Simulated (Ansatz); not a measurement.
# LiCl, a database entry at a rescaled volume

```yaml
crystal:
  lattice:
    - [0.00000, 2.58470, 2.58470]
    - [2.58470, 0.00000, 2.58470]
    - [2.58470, 2.58470, 0.00000]
  atoms:
    - { symbol: Li, position: [0.00000, 0.00000, 0.00000] }
    - { symbol: Cl, position: [0.50000, 0.50000, 0.50000] }
```

Level: r2SCAN, no spin polarisation; 500 eV; 9×9×9 Γ-centred mesh; methfessel-paxton occupations (width 0.2188 eV); Ansatz 0.2.0, fixed geometry.

**Question.** What does the stress say?

**Answer.** The pressure is -1.1 GPa (compression positive), so with the atoms held at these fractions the cell would first shrink.

**Question.** What is the formation energy?

**Answer.** -2.07 eV an atom against the elements' usual phases (free molecules for gases, crystals otherwise, with no correction for O₂ or N₂), so it is bound against them; other compounds may still compete. Relaxing would lower it.

**Question.** What do density and ELF say about some of the short contacts?

**Answer.** Li–Cl at 2.58 Å: least valence density 0.07 e/Å³ and ELF 0.01 there, a closed-shell (ionic or weak) contact. These are pseudo-fields; inside the PAW spheres they differ from the all-electron ones.

**Question.** Are the atoms at rest?

**Answer.** The forces vanish by the symmetry of the sites.

**Question.** Metal or insulator? Give the gap.

**Answer.** The gap is 7.08 eV, direct at the points sampled. A semilocal functional usually gives too small a gap.

Origin: a database entry at a rescaled volume. Caveats: wide smearing.
